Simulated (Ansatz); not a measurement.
**Ansatz run, BaTiO3**

Input file of Ansatz 0.2.0:

```yaml
crystal:
  lattice:
    - [4.00493343, 4.00493343, 0.0]
    - [4.00493343, -4.00493343, 0.0]
    - [0.0, 0.0, 4.02315679]
  atoms:
    - { symbol: Ba, position: [0.0, 0.0, 0.0] }
    - { symbol: Ba, position: [0.5, 0.5, 0.0] }
    - { symbol: Ti, position: [0.0, 0.5, 0.49] }
    - { symbol: Ti, position: [0.5, 0.0, 0.49] }
    - { symbol: O, position: [0.0, 0.5, 0.019] }
    - { symbol: O, position: [0.5, 0.0, 0.019] }
    - { symbol: O, position: [0.25, 0.25, 0.517] }
    - { symbol: O, position: [0.75, 0.75, 0.517] }
    - { symbol: O, position: [0.25, 0.75, 0.517] }
    - { symbol: O, position: [0.75, 0.25, 0.517] }
kpoints:
  mp_grid: { grid: [4, 4, 6], shift: [0, 0, 0] }
  band_path:
    path:
      - [0.0, 0.0, 0.0]
      - [0.5, -0.5, 0.0]
      - [1.0, 0.0, 0.0]
      - [0.0, 0.0, 0.0]
      - [0.0, 0.0, 0.5]
      - [0.5, -0.5, 0.5]
      - [1.0, 0.0, 0.5]
      - [0.0, 0.0, 0.5]
      - [0.5, -0.5, 0.0]
      - [0.5, -0.5, 0.5]
      - [1.0, 0.0, 0.0]
    npoints: 7
magnetization:
  spin_polarized: true
scf:
  occupations: { method: fermi_dirac, width: 0.0377 }
  lower_state_search: "off"
  max_iter: 200
hamiltonian:
  pseudopotentials: { kind: paw }
  xc: r2scan
  hubbard:
    projectors: all-electron-ortho-atomic
    sites: [{ species: Ti, l: d, u_eff: 4.97 }]
basis:
  ecutwfc: 500
  fft_grid_basis: typed
output:
  forces: true
  stress: true
  eigenvalues: true
  bader: true
  populations: true
  elf: true
  write_potential: true
  volumetric_format: npy
  dos:
    e_range: [-12, 8]
    de: 0.05
    projected: { site_lists: { Ba: [Ba], O: [O], Ti: [Ti] } }
checkpoint:
  read: saved_state
```

Command:

```sh
ansatz run input.yaml --threads 2 --pin off --max-ram 5120MiB --backend cpu --events-out ev --progress --plain --runs-dir out
```

The run starts from an earlier solution of this cell. The state carries no moments; the state need not be the lowest.

Excerpt of what it printed:

```
Ba: projections on atomic orbitals take those of the free atom [Kr 4d10] 5s2 5p6 6s2, of charge +0.00 (hamiltonian.pseudopotentials.projection_atoms); the dataset's partial waves leave at most 9.7e-6 of an orbital's norm unspanned inside its sphere
Ti: projections on atomic orbitals take those of the free atom [Ne] 3s2 3p6 3d2 4s2, of charge +0.00 (hamiltonian.pseudopotentials.projection_atoms); the dataset's partial waves leave at most 4.1e-7 of an orbital's norm unspanned inside its sphere
O: projections on atomic orbitals take those of the free atom [He] 2s2 2p4, of charge +0.00 (hamiltonian.pseudopotentials.projection_atoms); the dataset's partial waves leave at most 1.9e-8 of an orbital's norm unspanned inside its sphere
band count auto-derived: 52 (N_el = 80.0; filled up to band 40; 50 by the electrons, moments and atoms)
Pseudopotentials: kind: paw
Pseudopotential: Ba, paw, valence charge 10, recommended cutoff 500 eV (meta_gga), Ba.paw.azcp
Pseudopotential: Ti, paw, valence charge 12, recommended cutoff 500 eV (meta_gga), Ti.paw.azcp
Pseudopotential: O, paw, valence charge 6, recommended cutoff 500 eV (meta_gga), O.paw.azcp
Functional definition: r2SCAN
  exchange = r2scan_x(k0 = k0, k1 = k1, a1 = a1)
  correlation = r2scan_c
Crystal: 10 atoms, lattice volume = 129.059 Å³
Basis set: ecut = 500 eV, 3283 PW (Γ), exchange–correlation on 180×180×120 points (64 copies of the dense FFT grid, shifted against one another)
Bands: 52, of which v1, the nominal top of the filled ones, is band 40 counted from 1 (39 counted from 0)
Symmetry: 16 space group operations
Space group: P4mm (ITA 99), of the structure as read, at distance tolerance 5.1e-5 Å
k-points: 24 of 96 (time reversal used)
Initial density: read from a saved state, or passed on in memory by an earlier SCF of this step, an earlier step, the calling program or the single point that the run made first
Functional: x = r2scan, c = r2scan; τ floored in thin density (d = 2e-4 eV/Å³)
SCF iter   1: F=-20359.3032 eV  Δρ=2.34e-3  dr2=2.42e-3  dr2_τ=1.84e-3  dr2_m=0.00e0  M=0.000 μB ∫|m|=0.000 μB
SCF iter   2: F=-20359.3047 eV  Δρ=1.67e-3  dr2=9.75e-4  dr2_τ=6.31e-4  dr2_m=0.00e0  M=0.000 μB ∫|m|=0.000 μB
SCF iter   3: F=-20359.3049 eV  Δρ=6.25e-4  dr2=2.46e-4  dr2_τ=9.25e-5  dr2_m=0.00e0  M=0.000 μB ∫|m|=0.000 μB
SCF iter   4: F=-20359.3051 eV  Δρ=6.82e-5  dr2=1.84e-5  dr2_τ=1.07e-6  dr2_m=0.00e0  M=0.000 μB ∫|m|=0.000 μB
SCF iter   5: F=-20359.3051 eV  Δρ=1.99e-5  dr2=9.96e-7  dr2_τ=5.56e-8  dr2_m=0.00e0  M=0.000 μB ∫|m|=0.000 μB
SCF iter   6: F=-20359.3051 eV  Δρ=7.38e-6  dr2=2.85e-7  dr2_τ=7.49e-9  dr2_m=0.00e0  M=0.000 μB ∫|m|=0.000 μB
SCF iter   7: F=-20359.3051 eV  Δρ=2.32e-6  dr2=2.73e-8  dr2_τ=2.32e-10  dr2_m=0.00e0  M=0.000 μB ∫|m|=0.000 μB
Magnetization: 0.0000 μB (40.0000 up, 40.0000 down)
Absolute magnetization: 0.0000 μB (∫|ρ↑−ρ↓|)
Spin contamination: 0.0000 ħ² per cell (⟨S²⟩ above its minimum at these occupations)
Per-site moments (μB) at R_I (Å): [(0.0, 1.1510), (0.0, 1.1510), (0.0, 0.7816), (0.0, 0.7816), (0.0, 0.7816), (0.0, 0.7816), (0.0, 0.8272), (0.0, 0.8272), (0.0, 0.8272), (0.0, 0.8272)]
Free energy (F): -20359.3051 eV
Harris-Foulkes:  -20359.3051 eV  (|F-HF|=1.56e-8)
Internal energy: -20359.3051 eV  (E = F + TS)
E sigma→0 (E₀):  -20359.3051 eV
Fermi energy:    11.5886 eV
--- Per-component energies (eV) ---
  E_band       = -361.1012
  E_kinetic    = 1946.3707
  E_local      = -4192.4607  (includes V_loc(G=0)·N_el)
  E_nonlocal   = 395.0771
  E_hartree    = 1629.2533
  E_xc         = -951.5592
  E_vxc        = -1209.5256  (∫ρ·V_xc dr)
  E_hubbard    = 7.9355  (on-site DFT+U / exact-exchange correction)
  E_vhub       = 5.6350  (the Hubbard potential's part of the band-sum identity)
  E_paw        = -13567.8344  (= ΣΔE_a)
  E_vpaw       = -638.1564  (= ΣTr[D̂ρ^β])
  E_aug_tail   = 0.0062  (compensation charges beyond the density's cutoff)
  E_vtau       = 73.4470  (kinetic-family band-sum trace: ∫τ·v_τ [+ j·A + Jᵃ·Aᵃ] dr)
  E_ewald      = -5625.5359
  E_core_change = -0.5577  (= ΣΔE_core)
  E_smearing   =  0.0000  (= −TS)
--- Forces (eV/Å), atoms counted from 1 ---
  atom   1  Ba     0.0000     0.0000     0.0348
  atom   2  Ba     0.0000     0.0000     0.0348
  atom   3  Ti     0.0000     0.0000     0.1587
  atom   4  Ti     0.0000     0.0000     0.1587
  atom   5  O      0.0000     0.0000     0.1319
  atom   6  O      0.0000     0.0000     0.1319
  atom   7  O      0.0000     0.0000    -0.1627
  atom   8  O      0.0000     0.0000    -0.1627
  atom   9  O      0.0000     0.0000    -0.1627
  atom  10  O      0.0000     0.0000    -0.1627
--- Stress (GPa, compression-positive) ---
       -0.0053       0.0000       0.0000
        0.0000      -0.0053       0.0000
        0.0000       0.0000       0.9114
  P = ⅓ Tr σ = 0.3002 GPa (3.002 kbar)
--- Löwdin populations: 10 sites ---
  site symbol       q [e]    m [muB]
     0     Ba      8.2215     0.0000
     1     Ba      8.2215     0.0000
     2     Ti     10.4804     0.0000
     3     Ti     10.4804     0.0000
     4      O      6.9630     0.0000
     5      O      6.9630     0.0000
     6      O      6.9841     0.0000
     7      O      6.9841     0.0000
     8      O      6.9841     0.0000
     9      O      6.9841     0.0000
  spilling = 0.0092 (of n_electrons = 80.0000)
--- Bader charges: 10 sites ---
  site symbol  charge [e]  shift [e]    m [muB]
     0     Ba      1.5704     0.0000     0.0000
     1     Ba      1.5703     0.0000     0.0000
     2     Ti      2.4728     0.0027     0.0000
     3     Ti      2.4728     0.0027     0.0000
     4      O     -1.3364     0.0012     0.0000
     5      O     -1.3364     0.0012     0.0000
     6      O     -1.3534     0.0008     0.0000
     7      O     -1.3534     0.0008     0.0000
     8      O     -1.3534     0.0008     0.0000
     9      O     -1.3534     0.0008     0.0000
```

Origin: a database entry at a rescaled volume. Caveats: the input typed no starting moments.

Run time, from a saved density: 60 s on 2 threads of Intel(R) Xeon(R) Platinum 8488C (Sapphire Rapids) (shared host), peak memory 1.5 GiB.
